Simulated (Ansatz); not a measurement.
# TiRe under pressure

Level of theory: DFT LDA, scalar-relativistic, plane waves, PAW (Ansatz 0.2.0). Plane waves to 420 eV; Γ-centred k mesh 14×14×14; Fermi-Dirac smearing of 0.15 eV. No spin polarisation. Phonons by linear response, acoustic sum rule imposed.

Relaxed structure:
```cif
data_structure
_symmetry_space_group_name_H-M 'P 1'
_symmetry_Int_Tables_number 1
_cell_length_a 3.0614
_cell_length_b 3.0614
_cell_length_c 3.0614
_cell_angle_alpha 90.000
_cell_angle_beta 90.000
_cell_angle_gamma 90.000
_cell_volume 28.69
loop_
_atom_site_label
_atom_site_type_symbol
_atom_site_fract_x
_atom_site_fract_y
_atom_site_fract_z
_atom_site_occupancy
Ti1 Ti 0.50000 0.50000 0.50000 1
Re1 Re 0.00000 0.00000 0.00000 1
```

In a metal, frequencies and elastic constants depend on the k mesh and the smearing, soft modes and shear constants most. Spin–orbit coupling is left out, which can shift energies with elements as heavy as these.

Optical modes at Γ (cm⁻¹) at zero pressure: 277.

Question: Under hydrostatic pressure the same modes lie at 281 cm⁻¹. What is the pressure, and how much has the cell shrunk?

Answer: 2 GPa; the volume is 0.8 % smaller.